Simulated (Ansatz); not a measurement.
Ge started on a Sn site and Ge started on a Sn site, 10.66 Å apart on the ideal sites in cubic perovskite CsSnI3, 40 atoms, charge 0

All numbers come from Ansatz (PAW, plane waves, no spin–orbit coupling) at the single k point (¼, ¼, ¼) without its symmetry partners. The atoms were relaxed with PBEsol in a fixed cell; other functionals are single points on those atoms unless said otherwise. The valence top and gap of the host come from its small cell on a dense mesh, with the band extrema sought between the mesh points, lined up by the mean potential, PBEsol gap 0.15 eV, HSE06 gap 0.52 eV.

Relaxed structure:

```
CELL_PARAMETERS angstrom
12.31446 0.00000 0.00000
0.00000 12.31446 0.00000
0.00000 0.00000 12.31446
ATOMIC_POSITIONS crystal
Cs 0.00302 0.00412 0.00421
Cs 0.99996 0.00090 0.50005
Cs 0.00437 0.49679 0.00307
Cs 0.99967 0.49912 0.49948
Cs 0.49933 0.00087 0.99934
Cs 0.50148 0.99913 0.50042
Cs 0.50123 0.49933 0.00052
Cs 0.50198 0.50325 0.50228
Ge 0.24763 0.24554 0.25702
Ge 0.75834 0.75633 0.75833
Sn 0.25110 0.25067 0.75550
Sn 0.25112 0.74654 0.25140
Sn 0.25531 0.75086 0.75170
Sn 0.74778 0.25033 0.25141
Sn 0.75112 0.25453 0.75152
Sn 0.75114 0.75049 0.25635
I 0.25376 0.25321 0.00260
I 0.24630 0.24781 0.49088
I 0.24289 0.75009 0.00060
I 0.25148 0.75311 0.50028
I 0.74835 0.24694 0.00020
I 0.75475 0.24823 0.50003
I 0.75199 0.74885 0.98900
I 0.74249 0.74688 0.50064
I 0.00939 0.25212 0.24774
I 0.00021 0.25054 0.75259
I 0.00002 0.75288 0.25293
I 0.98948 0.74503 0.74381
I 0.49726 0.25212 0.25194
I 0.50023 0.24405 0.74592
I 0.49998 0.75211 0.24240
I 0.50068 0.75028 0.75185
I 0.25250 0.01047 0.24961
I 0.24527 0.00016 0.75175
I 0.25085 0.49836 0.25128
I 0.24999 0.49992 0.74783
I 0.75154 0.00046 0.24919
I 0.75069 0.98909 0.74732
I 0.75312 0.50025 0.24613
I 0.74511 0.50076 0.74907
```

Chemical potentials μ are those of reference phases of the elements at zero temperature by the same functional (the usual solids, diamond for C, grey Sn, and the molecules H2, N2, O2, F2, Cl2, Br2 and S8).

```csv
functional,E(defect) − E(host) − Σ nμ + q·E_VBM (eV),monopole (eV),alignment (eV),formation energy at E_F = VBM (eV),moment (μB),"wall time, shared host"
PBEsol,1.32,0.00,0.00,1.32,0 (no spin),36 s on NVIDIA H100 (relaxation)
HSE06,1.29,0.00,0.00,1.29,0 (no spin),63 s on NVIDIA H100
```

All elements are taken at their own reference at once; growth conditions in equilibrium with the host shift these energies, by up to the host's formation enthalpy.

The ideal cubic host may itself distort, and that gain is in these energies.

One k point and a cell of this size can leave errors of several tenths of an eV in such numbers.
